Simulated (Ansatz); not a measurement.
TiSi:
```
TiSi
1.0
    6.50379     0.00000     0.00000
    0.00000     3.63344     0.00000
    0.00000     0.00000     4.98938
Ti Si
4 4
Direct
  0.67586   0.25000   0.37152
  0.32414   0.75000   0.62848
  0.82414   0.75000   0.87152
  0.17586   0.25000   0.12848
  0.54401   0.25000   0.85530
  0.45599   0.75000   0.14470
  0.95599   0.75000   0.35530
  0.04401   0.25000   0.64470
```

Relaxed with r²SCAN. Special points in fractions of this cell's reciprocal vectors: Γ (0.000, 0.000, 0.000); X (0.500, 0.000, 0.000); S (0.500, 0.500, 0.000); Y (0.000, 0.500, 0.000); Z (0.000, 0.000, 0.500); U (0.500, 0.000, 0.500); R (0.500, 0.500, 0.500); T (0.000, 0.500, 0.500).

Question: List the band energies nearest the Fermi level at these points for DFT-r²SCAN in the program Ansatz with PAW potentials.

Answer: In eV from the Fermi level; about four levels below and three above (degenerate sets whole), none deeper than 8.9 eV; points with the same levels are listed once.

```json
[
 {"k": "Γ", "below": "-0.74 -0.55 -0.36 -0.16", "above": "0.35 0.63 0.66"},
 {"k": "X", "below": "-0.81 -0.81 -0.47 -0.47", "above": "0.41 0.41 0.61 0.61"},
 {"k": "S", "below": "-1.83 -1.83 -1.83 -1.83", "above": "1.84 1.84 1.84 1.84"},
 {"k": "Y", "below": "-1.79 -1.79 -1.73 -1.73", "above": "1.55 1.55 1.91 1.91"},
 {"k": "Z", "below": "-0.93 -0.93 -0.33 -0.33", "above": "0.43 0.43 0.81 0.81"},
 {"k": "U", "below": "-0.96 -0.96 -0.75 -0.75", "above": "0.46 0.46 0.75 0.75"},
 {"k": "R", "below": "-1.42 -1.42 -1.42 -1.42", "above": "1.36 1.36 1.36 1.36"},
 {"k": "T", "below": "-0.44 -0.44 -0.02 -0.02", "above": "0.77 0.77 1.97 1.97"}
]
```

Space group Pnma. The first step of the workflow began from a Materials Project structure, measured or hypothetical; the Crystallography Open Database copy checked does not list it. COD files the formula under space group No. 25, so this cell is another polymorph or a model. Its standing as an ambient phase is unchecked. Symmetry was held in the r²SCAN relaxation; its stability against distortions is not shown here. The run is not spin-polarised.

Potentials: the later of the program's two PAW sets.
